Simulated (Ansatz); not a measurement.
Input:

Sb₂Se₃:
```yaml
crystal:
  lattice:
    - [11.66748, 0.00000, 0.00000]
    - [0.00000, 3.98949, 0.00000]
    - [0.00000, 0.00000, 11.35606]
  atoms:
    - { symbol: Sb, position: [0.01968, 0.25000, 0.32921] }
    - { symbol: Sb, position: [0.98032, 0.75000, 0.67079] }
    - { symbol: Sb, position: [0.48032, 0.75000, 0.82921] }
    - { symbol: Sb, position: [0.51968, 0.25000, 0.17079] }
    - { symbol: Sb, position: [0.15136, 0.75000, 0.03980] }
    - { symbol: Sb, position: [0.84864, 0.25000, 0.96020] }
    - { symbol: Sb, position: [0.34864, 0.25000, 0.53980] }
    - { symbol: Sb, position: [0.65136, 0.75000, 0.46020] }
    - { symbol: Se, position: [0.05578, 0.25000, 0.86737] }
    - { symbol: Se, position: [0.94422, 0.75000, 0.13263] }
    - { symbol: Se, position: [0.44422, 0.75000, 0.36737] }
    - { symbol: Se, position: [0.55578, 0.25000, 0.63263] }
    - { symbol: Se, position: [0.12874, 0.75000, 0.44676] }
    - { symbol: Se, position: [0.87126, 0.25000, 0.55324] }
    - { symbol: Se, position: [0.37126, 0.25000, 0.94676] }
    - { symbol: Se, position: [0.62874, 0.75000, 0.05324] }
    - { symbol: Se, position: [0.21613, 0.25000, 0.19851] }
    - { symbol: Se, position: [0.78387, 0.75000, 0.80149] }
    - { symbol: Se, position: [0.28387, 0.75000, 0.69851] }
    - { symbol: Se, position: [0.71613, 0.25000, 0.30149] }
```

This is the PBE+D3(BJ)-relaxed structure. x, y and z are the axes in which the lattice vectors are written.

### Question
All from the program Ansatz at the PBE+D3(BJ) level (PAW), unless another level is named. Estimate the Debye temperature from the elastic constants.

### Answer
183 K.

### Question
What about the elastic constants (relaxed ions, GPa)?

### Answer
C11 = 37.1, C22 = 80.5, C33 = 59.1, C12 = 17.7, C13 = 17.3, C23 = 27.1, C44 = 26.8, C55 = 20.3, C66 = 6.6.

Space group Pnma. Symmetry was held in the PBE+D3(BJ) relaxation. Spin–orbit coupling is left out wherever it is not named.

Potentials: the later of the program's two PAW sets.
